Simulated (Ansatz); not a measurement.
SbTePd in space group P2_13 (No. 198; Pd on 4a, Sb on 4a, Te on 4a) under volume change, plane-wave PAW LDA (Ansatz code), shape and atoms relaxed at each volume.

```csv
V (Å³/atom),E − E(relaxed) (meV/atom),P (GPa)
20.651,69.4,11.89
21.332,29.0,7.24
22.013,6.8,3.31
22.693,0.0,0.00
23.374,?,?
24.055,22.9,-5.08
24.736,?,?
```

Task: Some entries are withheld; supply them.

Result: 
- 24.736, E − E(relaxed) (meV/atom): 48.8
- 24.736, P (GPa): -7.01
- 23.374, E − E(relaxed) (meV/atom): 6.1
- 23.374, P (GPa): -2.78

Task: What does a third-order Birch–Murnaghan fit give for V₀, B₀ and B′?

Result: V₀ = 22.70 Å³/atom, B₀ = 100 GPa, B′ = 4.8.

The workflow started from an entry of the Crystallography Open Database (COD). Its standing as an ambient phase is unchecked. Symmetry was held in the LDA relaxation; of distortions, only those at the zone centre were tested. No spin polarisation was allowed. Spin–orbit coupling is left out wherever it is not named.

Potentials: the later of the program's two PAW sets.
